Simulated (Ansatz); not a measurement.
K3TeCl: relaxed-ion elastic tensor

These are results of Ansatz 0.2.0, DFT PBE, scalar-relativistic, plane waves, PAW, not measurements. Settings: 420 eV plane-wave cutoff, Γ-centred 4×4×4 mesh, fixed occupations. No spin polarisation.

The cell is fixed (symmetry leaves no force on the atoms) and stands under -0.2 GPa:
```
CELL_PARAMETERS angstrom
6.64190 0.00000 0.00000
0.00000 6.64190 0.00000
0.00000 0.00000 6.64190
ATOMIC_POSITIONS crystal
Cl 0.00000 0.00000 0.00000
Te 0.50000 0.50000 0.50000
K 0.50000 0.50000 0.00000
K 0.50000 0.00000 0.50000
K 0.00000 0.50000 0.50000
```

The cell is the ideal cubic antiperovskite prototype; whether it is the stable structure of this composition wasn't checked.

**Question.** Give the relaxed-ion elastic constants (GPa, Voigt order xx yy zz yz xz xy, on the axes of the cell above).

**Answer.**
```
21.4  0.7  0.7  0.0  0.0  0.0
 0.7 21.4  0.7  0.0  0.0  0.0
 0.7  0.7 21.4  0.0  0.0  0.0
 0.0  0.0  0.0  1.8  0.0  0.0
 0.0  0.0  0.0  0.0  1.8  0.0
 0.0  0.0  0.0  0.0  0.0  1.8
```

**Question.** Is the crystal stable against homogeneous strain?

**Answer.** Yes: the least eigenvalue of the tensor is 1.7 GPa.

**Question.** And the moduli of a polycrystal (Hill averages)?

**Answer.** B = 8 GPa, G = 4 GPa, E = 10 GPa, ν = 0.28.